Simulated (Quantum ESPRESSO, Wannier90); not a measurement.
**Wannier functions of BiBrO (P4/nmm)**

```xyz
6
Lattice="3.9278 0.0000 0.0000 0.0000 3.9278 0.0000 0.0000 0.0000 8.3943" Properties=species:S:1:pos:R:3 pbc="T T T"
Bi     0.0000     1.9639    -1.2471
Bi     1.9639     0.0000     1.2471
Br     1.9639     0.0000    -2.8097
Br     0.0000     1.9639     2.8097
O      0.0000     0.0000     0.0000
O      1.9639     1.9639     0.0000
```

Structure: Materials Project mp-23072, symmetrised, not relaxed again. COD (Crystallography Open Database) has an entry of this formula and space group (matched by these alone). Level: PBEsol, spinors with spin-orbit coupling; pw.x of Quantum ESPRESSO at 68 Ry with PseudoDojo potentials, 4×4×4 k-points, Wannier90. Density: 8×8×4 mesh, Gaussian smearing 0.01 Ry.

A tight-binding model is made by disentanglement and projection with no localisation steps (num_iter = 0), so the 48 orbitals stay atom-like: hydrogen-like Bi: s;p; Br: s;p; O: s;p, axes along x, y, z; frozen window up to 3.30 eV relative to the valence-band maximum. It follows pw.x to 2.4 meV rms for states up to 2.8 eV relative to the valence-band maximum. Matrix elements depend on this choice of orbitals and windows.

Question: What are the on-site energies relative to the valence-band maximum, and how fast do the hoppings decay?

Answer: 
```csv
atom,orbitals,energy (eV)
Bi1,s↑ s↓,-6.99
Bi1,pz↑ pz↓,2.92
Bi1,px↑ px↓ py↑ py↓,3.36
Bi2,s↑ s↓,-6.99
Bi2,pz↑ pz↓,2.92
Bi2,px↑ px↓ py↑ py↓,3.36
Br3,s↑ s↓,-13.00
Br3,pz↑ pz↓ px↑ px↓ py↑ py↓,-0.96
Br4,s↑ s↓,-13.00
Br4,pz↑ pz↓ px↑ px↓ py↑ py↓,-0.96
O5,s↑ s↓,-16.56
O5,pz↑ pz↓,-2.44
O5,px↑ px↓ py↑ py↓,-2.51
O6,s↑ s↓,-16.56
O6,pz↑ pz↓,-2.44
O6,px↑ px↓ py↑ py↓,-2.51
```

```tsv
distance of the centres (Å)	largest modulus (eV)
2–3	1.6
3–4	0.68
4–5	0.27
5–6	0.085
6–7	0.033
```

Effective spin-orbit constants λ of λ L·S, from the same-site elements px↑–py↑ (λ/2) and dx2-y2↑–dxy↑ (λ), where they are among the larger elements: Bi1 p 1.8 eV, Bi2 p 1.8 eV.
